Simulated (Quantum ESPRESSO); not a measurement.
# Si3AlC3N: input and log of a self-consistent run

A calculation, not a measurement. The program is pw.x of Quantum ESPRESSO 7.5 (plane-wave density functional theory). The cell is made up: 8 atoms on a wurtzite lattice, with randomly drawn elements, strain and displacements, not relaxed. PseudoDojo standard norm-conserving files (v0.5 for PBE, v0.4.1 for LDA and PBEsol) set the functional; there is no spin polarisation, spin-orbit coupling or dispersion term, and the masses in the input are unused placeholders.

Input:

```
&control calculation='scf', pseudo_dir='./dojo.nc.sr.pbe.v0_5.standard.upf', outdir='./o', disk_io='low', tprnfor=.true., tstress=.true. /
&system ibrav=0, nat=8, ntyp=4, nbnd=22, ecutwfc=84.00895049, nosym=.true., tot_charge=0,
 occupations='smearing', smearing='fd', degauss=0.0018374661
/
&electrons conv_thr=7.350e-09, electron_maxstep=60, /
ATOMIC_SPECIES
Al 1.0 Al.upf
C 1.0 C.upf
N 1.0 N.upf
Si 1.0 Si.upf
CELL_PARAMETERS angstrom
3.0286 0.0 0.0
0.0 5.2456 0.0
0.0 0.0 4.9135
ATOMIC_POSITIONS angstrom
Si -0.1216 0.0856 0.0604
Si 1.5648 2.7063 0.0718
Si 1.5229 0.8774 2.4361
Al -0.0069 3.5499 2.5075
C 0.0251 0.0534 1.9341
C 1.4685 2.6482 1.7887
N 1.4767 0.936 4.346
C 0.0201 3.5083 4.3406
K_POINTS automatic
6 4 4 1 1 1
```

The log is shortened where brackets say so; the opening notice, blank lines, dates and the lines on written files are dropped, and the path of the files is cut. It prints rydbergs, bohrs and kilobars, and counts compression as positive stress. With no partly filled state, the Fermi energy that it prints is only some level between the filled and the empty states on the mesh, and need not lie in the true gap.

```
     Program PWSCF v.7.5
     Parallel version (MPI & OpenMP), running on       4 processor cores
     Number of MPI processes:                 4
     Threads/MPI process:                     1
     [start-up lines left out]
     bravais-lattice index     =            0
     lattice parameter (alat)  =       5.7232  a.u.
     unit-cell volume          =     526.7744 (a.u.)^3
     number of atoms/cell      =            8
     number of atomic types    =            4
     number of electrons       =        32.00
     number of Kohn-Sham states=           22
     kinetic-energy cutoff     =      84.0090  Ry
     charge density cutoff     =     336.0358  Ry
     scf convergence threshold =      7.3E-09
     mixing beta               =       0.7000
     number of iterations used =            8  plain     mixing
     Exchange-correlation= PBE
                           (   1   4   3   4   0   0   0)
     [axes and pseudopotential details left out]
   Cartesian axes
     site n.     atom                  positions (alat units)
         1        Si     tau(   1) = (  -0.0401506   0.0282639   0.0199432  )
         2        Si     tau(   2) = (   0.5166744   0.8935812   0.0237073  )
         3        Si     tau(   3) = (   0.5028396   0.2897048   0.8043651  )
         4        Al     tau(   4) = (  -0.0022783   1.1721257   0.8279403  )
         5        C      tau(   5) = (   0.0082877   0.0176319   0.6386119  )
         6        C      tau(   6) = (   0.4848775   0.8743974   0.5906029  )
         7        N      tau(   7) = (   0.4875850   0.3090537   1.4349865  )
         8        C      tau(   8) = (   0.0066367   1.1583900   1.4332035  )
     number of k points=    48  Fermi-Dirac smearing, width (Ry)=  0.0018
                       cart. coord. in units 2pi/alat
        k(    1) = (   0.0833333   0.0721700   0.0770479), wk =   0.0416667
        k(    2) = (   0.0833333   0.0721700   0.2311438), wk =   0.0416667
     [further k points left out]
     Dense  grid:    54719 G-vectors     FFT dimensions: (  36,  60,  60)
     Estimated max dynamical RAM per process >      92.63 MB
     Estimated total dynamical RAM >     330.45 MB
     Initial potential from superposition of free atoms
     starting charge      31.9956, renormalised to      32.0000
     Starting wfcs are   32 randomized atomic wfcs
     total cpu time spent up to now is        1.9 secs
     per-process dynamical memory:    69.9 Mb
     Self-consistent Calculation
     iteration #  1     ecut=    84.01 Ry     beta= 0.70
     Davidson diagonalization with overlap
     ethr =  1.00E-02,  avg # of iterations =  3.7
     total cpu time spent up to now is        4.2 secs
     total energy              =     -86.08747715 Ry
     estimated scf accuracy    <       2.31724157 Ry
     iteration #  2     ecut=    84.01 Ry     beta= 0.70
     Davidson diagonalization with overlap
     ethr =  7.24E-03,  avg # of iterations =  2.1
     total cpu time spent up to now is        6.0 secs
     total energy              =     -86.50519580 Ry
     estimated scf accuracy    <       1.74644796 Ry
     iteration #  3     ecut=    84.01 Ry     beta= 0.70
     Davidson diagonalization with overlap
     ethr =  5.46E-03,  avg # of iterations =  2.0
     total cpu time spent up to now is        7.6 secs
     total energy              =     -86.94591270 Ry
     estimated scf accuracy    <       0.25063829 Ry
     iteration #  4     ecut=    84.01 Ry     beta= 0.70
     Davidson diagonalization with overlap
     ethr =  7.83E-04,  avg # of iterations =  2.4
     total cpu time spent up to now is        9.5 secs
     total energy              =     -86.96241100 Ry
     estimated scf accuracy    <       0.03375292 Ry
     iteration #  5     ecut=    84.01 Ry     beta= 0.70
     Davidson diagonalization with overlap
     ethr =  1.05E-04,  avg # of iterations =  7.2
     total cpu time spent up to now is       12.4 secs
     total energy              =     -86.96977522 Ry
     estimated scf accuracy    <       0.00364442 Ry
     [iterations 6 to 7 left out]
     iteration #  8     ecut=    84.01 Ry     beta= 0.70
     Davidson diagonalization with overlap
     ethr =  3.48E-07,  avg # of iterations =  2.1
     total cpu time spent up to now is       18.9 secs
     total energy              =     -86.97097770 Ry
     estimated scf accuracy    <       0.00000676 Ry
     iteration #  9     ecut=    84.01 Ry     beta= 0.70
     Davidson diagonalization with overlap
     ethr =  2.11E-08,  avg # of iterations =  2.6
     total cpu time spent up to now is       20.7 secs
     total energy              =     -86.97097993 Ry
     estimated scf accuracy    <       0.00000046 Ry
     iteration # 10     ecut=    84.01 Ry     beta= 0.70
     Davidson diagonalization with overlap
     ethr =  1.44E-09,  avg # of iterations =  3.8
     total cpu time spent up to now is       22.7 secs
     total energy              =     -86.97097999 Ry
     estimated scf accuracy    <       0.00000021 Ry
     iteration # 11     ecut=    84.01 Ry     beta= 0.70
     Davidson diagonalization with overlap
     ethr =  6.69E-10,  avg # of iterations =  2.0
     total cpu time spent up to now is       24.4 secs
     total energy              =     -86.97098004 Ry
     estimated scf accuracy    <       0.00000002 Ry
     iteration # 12     ecut=    84.01 Ry     beta= 0.70
     Davidson diagonalization with overlap
     ethr =  5.93E-11,  avg # of iterations =  2.1
     total cpu time spent up to now is       26.2 secs
     End of self-consistent calculation
          k = 0.0833 0.0722 0.0770 (  6865 PWs)   bands (ev):
    -7.9629  -3.5516  -2.4277  -0.4177   1.3008   2.0775   4.2189   4.6589
     5.1330   6.8576   7.4836   7.6591   8.1476   9.4555  10.2660  11.0148
    12.5759  14.2382  15.0548  16.2601  17.1460  17.2686
     [levels at the other k points left out]
     the Fermi energy is    11.7106 ev
!    total energy              =     -86.97098004 Ry
     estimated scf accuracy    <          2.5E-09 Ry
     smearing contrib. (-TS)   =      -0.00000000 Ry
     internal energy E=F+TS    =     -86.97098004 Ry
     The total energy is F=E-TS. E is the sum of the following terms:
     one-electron contribution =      17.22876727 Ry
     hartree contribution      =      12.81403843 Ry
     xc contribution           =     -31.50173721 Ry
     ewald contribution        =     -85.51204854 Ry
     convergence has been achieved in  12 iterations
     Forces acting on atoms (cartesian axes, Ry/au):
     atom    1 type  4   force =     0.06950560   -0.09426280    0.02488294
     atom    2 type  4   force =    -0.03828953    0.02408700   -0.02108664
     atom    3 type  4   force =     0.00555495    0.12505366   -0.01211495
     atom    4 type  1   force =    -0.02334253   -0.08154290   -0.07142988
     atom    5 type  2   force =    -0.03463609    0.06561879   -0.06279955
     atom    6 type  2   force =     0.03654286   -0.09918606    0.09159690
     atom    7 type  3   force =    -0.02120753   -0.00723438   -0.02620681
     atom    8 type  2   force =     0.00587228    0.06746668    0.07715799
     Total force =     0.292711     Total SCF correction =     0.000095
     Computing stress (Cartesian axis) and pressure
          total   stress  (Ry/bohr**3)                   (kbar)     P=      217.20
   0.00141924   0.00000929  -0.00005221          208.78        1.37       -7.68
   0.00000929   0.00110501  -0.00007455            1.37      162.55      -10.97
  -0.00005221  -0.00007455   0.00190523           -7.68      -10.97      280.27
     init_run     :      1.73s CPU      1.84s WALL (       1 calls)
     electrons    :     24.03s CPU     24.27s WALL (       1 calls)
     forces       :      0.42s CPU      0.49s WALL (       1 calls)
     stress       :      1.58s CPU      1.58s WALL (       1 calls)
     [timing details left out]
     PWSCF        :     27.89s CPU     28.32s WALL
     JOB DONE.
```

In other units: free energy -1183.300 eV for the cell, pressure 21.72 GPa, largest force component 3.215 eV/Å. A rerun of the same cell at another strain at 1437 eV and a 8 x 6 x 6 mesh moved values by no more than 0.003 eV in energy, 0.09 GPa in stress and 0.005 eV/Å in force.